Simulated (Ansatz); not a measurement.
Given:

KTaO3:
```cif
data_KO3Ta
_chemical_formula_sum 'K1 Ta1 O3'
_space_group_name_H-M_alt 'P 1'
_space_group_IT_number 1
_cell_length_a 4.02439
_cell_length_b 4.02439
_cell_length_c 4.02439
_cell_angle_alpha 90.000
_cell_angle_beta 90.000
_cell_angle_gamma 90.000
loop_
_space_group_symop_operation_xyz
  'x, y, z'
loop_
_atom_site_label
_atom_site_type_symbol
_atom_site_fract_x
_atom_site_fract_y
_atom_site_fract_z
_atom_site_occupancy
K1 K 0.50000 0.50000 0.50000 1
Ta1 Ta 0.00000 0.00000 0.00000 1
O1 O 0.00000 0.50000 0.00000 1
O2 O 0.50000 0.00000 0.00000 1
O3 O 0.00000 0.00000 0.50000 1
```

This is the PBE-relaxed structure.

Question: All from PBE (plane waves, PAW; program Ansatz), unless another level is named. Estimate the Young's modulus.

Answer: 302 GPa.

Question: Predict the highest zone-centre frequency (without LO–TO term).

Answer: 503 cm⁻¹.

Space group Pm-3m (cubic perovskite). The cell was relaxed with PBE under the symmetry of its start. At this level the phase is dynamically unstable (imaginary phonons). No spin polarisation was allowed. Spin–orbit coupling is left out wherever it is not named.

Potentials: the later of the program's two PAW sets.
